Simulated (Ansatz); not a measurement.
# MoS2: field gradients at two levels of theory

Cell: an entry of the Crystallography Open Database (COD), ions relaxed with PBE at fixed cell.

```cif
data_MoS2
_symmetry_space_group_name_H-M 'P6_3/mmc'
_symmetry_Int_Tables_number 194
_cell_length_a 3.1400
_cell_length_b 3.1400
_cell_length_c 12.5300
_cell_angle_alpha 90.000
_cell_angle_beta 90.000
_cell_angle_gamma 120.000
loop_
_atom_site_label
_atom_site_type_symbol
_atom_site_symmetry_multiplicity
_atom_site_Wyckoff_symbol
_atom_site_fract_x
_atom_site_fract_y
_atom_site_fract_z
Mo Mo 2 c 0.3333 0.6667 0.2500
S S 4 f 0.3333 0.6667 0.6245
```

One atom of each set is listed.

First run. The numbers come from a DFT calculation in Ansatz (PBE, plane waves and PAW, scalar-relativistic, collinear spin, 420 eV cutoff, Γ-centred 16×16×4 k-points, Fermi–Dirac smearing 0.02 eV). Start moments as typed (μB): 2 on each Mo, none on the rest.

```json
{"site": "Mo", "V_zz (10²¹ V/m²)": "-7.15", "η": "0.00"}
{"site": "S", "V_zz (10²¹ V/m²)": "-5.18", "η": "0.00"}
```

Second run. The same atoms and settings, except that spin–orbit coupling is included (fully relativistic PAW files).

Question: What does the second run give?

Answer: 

```json
{"site": "Mo", "V_zz": "-7.18", "η": "0.00", "change of V_zz": "-0.03"}
{"site": "S", "V_zz": "-5.16", "η": "0.00", "change of V_zz": "+0.02"}
```

No V_zz moves by more than 0.03.

For the first run: The start moments die out, and the run ends without spin.
